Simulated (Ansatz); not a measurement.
Input for Ansatz (plane-wave DFT, PAW):

```yaml
crystal:
  lattice:
    - [-4.1311947479, 4.1311947479, 3.8367706453]
    - [4.1311947479, -4.1311947479, 3.8367706453]
    - [4.1311947479, 4.1311947479, -3.8367706453]
  atoms:
    - { symbol: Ba, position: [0.81814211, 0.68185789, 0.5] }
    - { symbol: Ba, position: [0.18185789, 0.31814211, 0.5] }
    - { symbol: Ba, position: [0.3474636438, 0.8474636438, 0.13628422] }
    - { symbol: Ba, position: [0.68185789, 0.18185789, 0.86371578] }
basis:
  ecutwfc: 420
kpoints:
  mp_grid: { grid: [8, 8, 8] }
hamiltonian:
  xc: pbesol
scf:
  occupations: { method: gaussian, width: 0.1 }
output:
  forces: true
  stress: true
  eigenvalues: true
```

Command:
```bash
ansatz run input.yaml --threads 1 --pin off --max-ram 1331MiB --backend cpu --events-out ev --progress --plain --runs-dir out
```

Theory: DFT PBEsol, scalar-relativistic, plane waves, PAW (Ansatz).

Part of what the program printed, abridged:

```
Pseudopotentials: kind: paw
Pseudopotential: Ba, paw, valence charge 10, recommended cutoff 420 eV (normal)
Functional definition: PBEsol
Crystal: 4 atoms, lattice volume = 261.925 Å³
Basis set: ecut = 420 eV, 5137 PW (Γ), exchange–correlation on 96×96×96 points (8 copies of the dense FFT grid, shifted against one another)
Bands: 24, of which v1, the nominal top of the filled ones, is band 20 counted from 1 (19 counted from 0)
Symmetry: 2 space group operations
Space group: Cm (ITA 8), of the structure as read, at distance tolerance 6.4e-5 Å
k-points: 150 of 512 (time reversal used)
Initial density: superposition of atomic densities (neutral atoms: chi_scale 0, normalization atom), corrected by the library's trained network
Initial wavefunctions: pseudopotential atomic-orbital guess
Functional: x = pbesol(κ = 0.804, μ = 0.12345679), c = pbesol(β = 0.046)
SCF iter   1: F=—  HF=-23449.804320 eV  |F-HF|=—  |Δ(HF+E_count)|=         —  Δρ=2.15e-3  dr2=3.99e-2  ethr=1.77e-3  ⟨swp⟩=7.8  Hψ=19305  notcnv=0
SCF iter   2: F=—  HF=-23449.800493 eV  |F-HF|=—  |Δ(HF+E_count)|=   3.83e-3  Δρ=1.43e-3  dr2=1.98e-2  ethr=9.98e-5  ⟨swp⟩=2.2  Hψ=6677  notcnv=0
SCF iter   3: F=—  HF=-23449.796709 eV  |F-HF|=—  |Δ(HF+E_count)|=   3.78e-3  Δρ=3.33e-4  dr2=5.78e-4  ethr=4.95e-5  ⟨swp⟩=2.0  Hψ=4171  notcnv=0
SCF iter   4: F=—  HF=-23449.796657 eV  |F-HF|=—  |Δ(HF+E_count)|=   5.13e-5  Δρ=1.50e-4  dr2=8.11e-5  ethr=1.44e-6  ⟨swp⟩=2.6  Hψ=5535  notcnv=0
SCF iter   5: F=—  HF=-23449.796586 eV  |F-HF|=—  |Δ(HF+E_count)|=   7.10e-5  Δρ=2.97e-5  dr2=3.88e-6  ethr=2.03e-7  ⟨swp⟩=2.2  Hψ=5915  notcnv=0
SCF iter   6: F=—  HF=-23449.796587 eV  |F-HF|=—  |Δ(HF+E_count)|=   5.97e-7  Δρ=8.40e-6  dr2=4.16e-7  ethr=9.70e-9  ⟨swp⟩=2.5  Hψ=5452  notcnv=0
SCF iter   7: F=-23449.796587 eV  HF=-23449.796587 eV  |F-HF|=8.66e-10  |Δ(HF+E_count)|=   3.68e-8  Δρ=1.83e-6  dr2=1.46e-8  ethr=2.50e-10  ⟨swp⟩=9.2  Hψ=20425  notcnv=0
SCF 1 converged in 7 iterations: F = -23449.796587 eV  dr2 = 1.46e-8
SCF converged after 7 iterations
Free energy (F): -23449.796587 eV
Harris-Foulkes:  -23449.796587 eV  (|F-HF|=8.66e-10)
Internal energy: -23449.776544 eV  (E = F + TS)
E sigma→0 (E₀):  -23449.786566 eV
Entropy (-TS):   -0.020042 eV (-5.011 meV/atom)
Fermi energy:    5.433232 eV
--- Per-component energies (eV) ---
  E_band       = -359.682617
  E_kinetic    = 665.064347
  E_local      = -1603.729620  (includes V_loc(G=0)·N_el)
  E_nonlocal   = 233.828352
  E_hartree    = 512.593128
  E_xc         = -659.612715
  E_vxc        = -532.187366  (∫ρ·V_xc dr)
  E_paw        = -20561.903311  (= ΣΔE_a)
  E_vpaw       = -147.845848  (= ΣTr[D̂ρ^β])
  E_aug_tail   = -0.000008  (compensation charges beyond the density's cutoff)
  E_ewald      = -2036.622451
  E_core_change = 0.605733  (= ΣΔE_core)
  E_smearing   = -0.020042  (= −TS)
--- Forces (eV/Å), atoms counted from 1 ---
  atom   1  Ba    -0.07768149     0.08262434     0.01017553
  atom   2  Ba     0.08262434    -0.07768149     0.01017553
  atom   3  Ba     0.09200952     0.09200952    -0.28924317
  atom   4  Ba    -0.09695247    -0.09695247     0.26889221
--- Stress (GPa, compression-positive) ---
       -0.747522       0.002614      -0.060158
        0.002614      -0.747522      -0.060158
       -0.060158      -0.060158      -0.816354
  P = ⅓ Tr σ = -0.7705 GPa (-7.705 kbar)
--- Band table (eV; the first three rows and the last of 150) ---
  k-point 0: bands = ["-23.5784", "-23.5247", "-23.5051", "-23.5019", "-8.9837", "-8.8679", "-8.8661", "-8.8464", "-8.8448", "-8.7971", "-8.6587", "-8.5316", "-8.5155", "-8.4811", "-8.4808", "-8.4520", "2.7236", "4.9538", "5.0068", "5.2172", "5.6741", "5.6869", "6.3059", "6.4552"]
  k-point 1: bands = ["-23.5757", "-23.5260", "-23.5051", "-23.5032", "-8.9768", "-8.8706", "-8.8684", "-8.8436", "-8.8424", "-8.7770", "-8.6475", "-8.5407", "-8.5354", "-8.4912", "-8.4777", "-8.4585", "2.8294", "5.0070", "5.0558", "5.1205", "5.7032", "5.7073", "6.2146", "6.5052"]
  k-point 2: bands = ["-23.5683", "-23.5298", "-23.5070", "-23.5052", "-8.9547", "-8.8759", "-8.8685", "-8.8342", "-8.8289", "-8.7340", "-8.6282", "-8.5922", "-8.5759", "-8.4989", "-8.4858", "-8.4622", "3.1305", "4.9990", "5.1541", "5.2083", "5.4303", "5.7215", "6.1189", "6.3692"]
  k-point 149: bands = ["-23.5411", "-23.5379", "-23.5337", "-23.4976", "-9.0012", "-8.9811", "-8.9023", "-8.8256", "-8.7938", "-8.7668", "-8.5940", "-8.5258", "-8.5004", "-8.4999", "-8.4763", "-8.4630", "4.4572", "4.6044", "4.6161", "5.6277", "5.7403", "5.9359", "5.9441", "6.1861"]
```

The calculation finished and met its thresholds.